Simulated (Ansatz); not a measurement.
Starting cell, Ca (fcc, Cu type):

```
CELL_PARAMETERS angstrom
      0.00000     5.52644     5.52644
      2.76322     0.00000     2.76322
      2.76322     2.76322     0.00000
ATOMIC_POSITIONS crystal
  Ca 0.00000 0.00000 0.00000
  Ca 0.50000 0.00000 0.00000
```

The atoms are displaced by Q × the pattern below (from a DFPT mode at L = (0.5, 0.0, 0.0), largest move 1; Q in Å), at fixed cell. (q is in reciprocal vectors of the primitive cell; the cell shown is doubled to hold the pattern.)

```tsv
atom	x	y	z
Ca1	-0.577	0.577	0.577
Ca2	0.577	-0.577	-0.577
```

Calculation: PBE (plane waves to 420 eV, PAW, scalar-relativistic; Ansatz, a quantum-chemistry and plane-wave program). k mesh 15×15×15 (Γ-centred), Fermi-Dirac smearing 0.05 eV. Energies are smeared free energies. With partly filled bands, energies and forces of such displacements shift with the k mesh and the smearing. Ca was relaxed with its symmetry unable to fall. The PAW data are Ansatz's earlier set. The zero of ΔE is the undisplaced structure.

Question: Give the computed ΔE (meV/cell) and −dE/dQ from forces (eV/Å) at Q (Å) = -0.100, -0.083, -0.017, 0.033, 0.050, 0.067.

Answer: 
```json
[
 {"Q (Å)": "-0.100", "ΔE (meV/cell)": "35.2", "−dE/dQ from forces (eV/Å)": "0.708"},
 {"Q (Å)": "-0.083", "ΔE (meV/cell)": "24.4", "−dE/dQ from forces (eV/Å)": "0.588"},
 {"Q (Å)": "-0.017", "ΔE (meV/cell)": "1.0", "−dE/dQ from forces (eV/Å)": "0.117"},
 {"Q (Å)": "0.033", "ΔE (meV/cell)": "3.9", "−dE/dQ from forces (eV/Å)": "-0.233"},
 {"Q (Å)": "0.050", "ΔE (meV/cell)": "8.8", "−dE/dQ from forces (eV/Å)": "-0.351"},
 {"Q (Å)": "0.067", "ΔE (meV/cell)": "15.6", "−dE/dQ from forces (eV/Å)": "-0.469"}
]
```

(A displaced cell: forces are minus the slopes of the energy, force constants its curvatures, and phonons follow from these.)
